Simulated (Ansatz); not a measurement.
Ti (hcp, Mg type): frozen-phonon scan

Starting cell, Ti (hcp, Mg type):

```
CELL_PARAMETERS angstrom
      2.93591     0.00000     0.00000
     -1.46796     2.54258     0.00000
      0.00000     0.00000     4.63642
ATOMIC_POSITIONS crystal
  Ti 0.33333 0.66667 0.75000
  Ti 0.66667 0.33333 0.25000
```

The atoms are displaced by Q × the pattern below (from a DFPT mode at Γ, largest move 1; Q in Å), at fixed cell. It is one choice among 2 degenerate patterns.

```csv
atom,x,y,z
Ti1,0.000,-1.000,0.000
Ti2,0.000,1.000,0.000
```

Calculation: r2SCAN (plane waves to 500 eV, PAW, scalar-relativistic; Ansatz, a quantum-chemistry and plane-wave program). k mesh 18×18×10 (Γ-centred), Fermi-Dirac smearing 0.05 eV. The energy includes the smearing's −TS. Compression counts positive. With partly filled bands, energies and forces of such displacements shift with the k mesh and the smearing. Ti is run without spin polarisation. Ti was relaxed with its symmetry unable to fall. The zero of ΔE is the undisplaced structure.

```csv
Q (Å),ΔE (meV/cell),−dE/dQ from forces (eV/Å),P (GPa)
-0.180,103,0.906,-0.8
-0.150,77,0.864,-0.5
-0.120,52,0.792,-0.3
-0.090,30,0.649,-0.2
-0.060,13,0.446,-0.1
-0.030,3,0.224,0.0
0.000,0,0.000,0.0
0.030,3,-0.218,0.0
0.060,13,-0.424,0.0
0.090,29,-0.612,-0.1
0.120,49,-0.771,-0.2
0.150,74,-0.895,-0.2
0.180,103,-0.983,-0.3
```

Read from the data:

```
Property                                                                                                             Result
-----------------------------------------------------------  --------------------------------------------------------------
Energy at Q = 0.180 Å                                                                                          103 meV/cell
Space group of the distorted cell                                                      Cmcm (No. 63), lowered from P6_3/mmc
Shape of the curve                                           a single well with its minimum at or next to zero displacement
Harmonic wavenumber from the curvature (finite differences)                                                        145 cm⁻¹
Wavenumber by perturbation theory (DFPT, on another k mesh)                                                        145 cm⁻¹
```

(For displaced atoms, the force is minus the slope of the energy, and its curvature is a force constant, which sets phonon frequencies.)
